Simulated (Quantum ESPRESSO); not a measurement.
Parts of the isotropic shielding in CdSe, by GIPAW with PBE in a modified build of Quantum ESPRESSO, on JTH PAW datasets, 20 Ha, k-mesh 7×7×7 shifted:

```
CELL_PARAMETERS angstrom
      0.00000     3.07027     3.07027
      3.07027     0.00000     3.07027
      3.07027     3.07027     0.00000
ATOMIC_POSITIONS crystal
  Cd 0.00000 0.00000 0.00000
  Se 0.75000 0.75000 0.75000
```
The geometry is a computed Materials Project entry, not a measured one. It is CdSe in F-43m. Stability against distortions was not tested.

The core term is that of the free atom's frozen core; the paramagnetic column sums the reconstruction terms. These are absolute shieldings with no macroscopic susceptibility term; δ = σ_ref − σ needs a reference computed alike. In our sweeps, cutoffs and meshes of this size left a few ppm, and up to some 20 ppm on atoms from Zn on. No spin–orbit coupling; Cd is the heaviest element present. The datasets of Se hold no d projectors, which limits absolute σ on these atoms. With so small a Kohn–Sham gap, σ hangs strongly on the functional and the mesh.

| site | core | bare (smooth current) | diamagnetic correction | paramagnetic corrections | σ_iso (ppm) |
|---|---|---|---|---|---|
| Cd (atom 1) | 4799.7 | 51.6 | 120.5 | ___ | ___ |
| Se (atom 2) | 2991.5 | 39.6 | -6.4 | ___ | ___ |

Complete the blanks.


- Cd (atom 1), paramagnetic corrections: -2030.6
- Cd (atom 1), σ_iso (ppm): 2941.2
- Se (atom 2), paramagnetic corrections: -959.7
- Se (atom 2), σ_iso (ppm): 2064.9
